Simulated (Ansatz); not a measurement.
Sn (diamond)

```
CELL_PARAMETERS angstrom
      0.00000     3.27002     3.27002
      3.27002     0.00000     3.27002
      3.27002     3.27002     0.00000
ATOMIC_POSITIONS crystal
  Sn 0.50000 0.50000 0.50000
  Sn 0.75000 0.75000 0.75000
```

The relaxed cell is deformed in two ways at once: its volume V is scaled, and at that volume it is stretched along z (the c axis of the conventional cell) so that c/a changes. Fractional atomic positions are held.

Level of theory: PBEsol (plane waves to 420 eV, PAW, scalar-relativistic; Ansatz, an electronic-structure program). k mesh 12×12×12 (Γ-centred), Fermi-Dirac smearing 0.05 eV. Compression counts positive. With partly filled bands, the response to shear is sensitive to the k mesh, so small differences along c/a are uncertain. Sn was relaxed with its symmetry unable to fall.

At one point of the scan the stress tensor (GPa) is:

```
   -1.1      0.0      0.0
    0.0     -1.1      0.0
    0.0      0.0      1.8
```

Problem. Which point is it?
(A) V/V₀ = 0.960, (c/a)/(c/a)₀ = 0.880
(B) V/V₀ = 1.000, (c/a)/(c/a)₀ = 0.880
(C) V/V₀ = 0.973, (c/a)/(c/a)₀ = 0.960
(D) V/V₀ = 0.960, (c/a)/(c/a)₀ = 0.960

Solution. B, V/V₀ = 1.000, (c/a)/(c/a)₀ = 0.880

(Under strain, the slope of the energy per volume gives the stress and its curvature an elastic modulus.)
